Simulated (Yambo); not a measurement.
ZnO (space group P4_2/mnm, No. 136), G0W0@PBEsol in Yambo with this input:

```
rim_cut
gw0
dyson
el_el_corr
HF_and_locXC
ppa
em1d
RandQpts= 1000000
RandGvec= 1 Ry
EXXRLvcs= 84 Ry
VXCRLvcs= 336 Ry
Chimod= "HARTREE"
% BndsRnXp
 17 | 217 |
%
NGsBlkXp= 8 Ry
% LongDrXp
 1.0 | 1.0 | 1.0 |
%
PPAPntXp= 27.2114 eV
% GbndRnge
 1 | 217 |
%
GTermKind= "BG"
DysSolver= "n"
ExtendOut
```

On a 2×2×4 mesh, with wavefunctions cut at 84 Ry, the gap (Γ → Γ) is 1.970 eV and the valence edge shifts by -0.800 eV.

Q: What happens with this change: 118 bands in W?

A: The gap rises by 0.162 eV, to 2.132 eV; the shift of the valence edge becomes -0.765 eV. Neither run is shown to be the converged limit.

Geometry of the Materials Project entry, not relaxed at this level; primitive cell a = b = 5.518 Å, c = 3.259 Å, α = β = γ = 90.00°.

This is not the ordinary phase of the substance; no match was found in the copy of COD used, and its stability was not checked.

A shift is the quasiparticle energy of the state minus its PBEsol energy.
